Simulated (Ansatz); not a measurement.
Mo (bcc, W type)

```
CELL_PARAMETERS angstrom
     -3.16074     3.16074     3.16074
      0.00000     0.00000     3.16074
      0.00000     3.16074     0.00000
ATOMIC_POSITIONS crystal
  Mo 0.00000 0.00000 0.00000
  Mo 0.50000 0.00000 0.00000
```

The atoms are displaced by Q × the pattern below (from a DFPT mode at H = (0.5, 0.5, 0.5), largest move 1; Q in Å), at fixed cell. It is one choice among 3 degenerate patterns. (q is in reciprocal vectors of the primitive cell; the cell shown is doubled to hold the pattern.)

```json
[
 {"atom": "Mo1", "x": "0.000", "y": "0.000", "z": "-1.000"},
 {"atom": "Mo2", "x": "0.000", "y": "0.000", "z": "1.000"}
]
```

These are PBE (plane waves to 420 eV, PAW, scalar-relativistic; Ansatz, a first-principles code) values and carry that method's errors. k mesh 21×21×21 (Γ-centred), Fermi-Dirac smearing 0.05 eV. E stands for the smeared free energy. With partly filled bands, energies and forces of such displacements shift with the k mesh and the smearing. Mo is run without spin polarisation. Mo was relaxed with its symmetry unable to fall. The zero of ΔE is the undisplaced structure.

The scan covers Q from -0.280 to 0.280 Å in 13 points.

**Question.** Which space group does the distorted structure have?

**Answer.** P4/nmm (No. 129), lowered from Im-3m.

**Question.** Is this a single well or a double well?

**Answer.** A single well with its minimum at or next to zero displacement.

**Question.** What is the energy change at Q = 0.280 Å?

**Answer.** 1090 meV/cell.

(For displaced atoms, the force is minus the slope of the energy, and its curvature is a force constant, which sets phonon frequencies.)
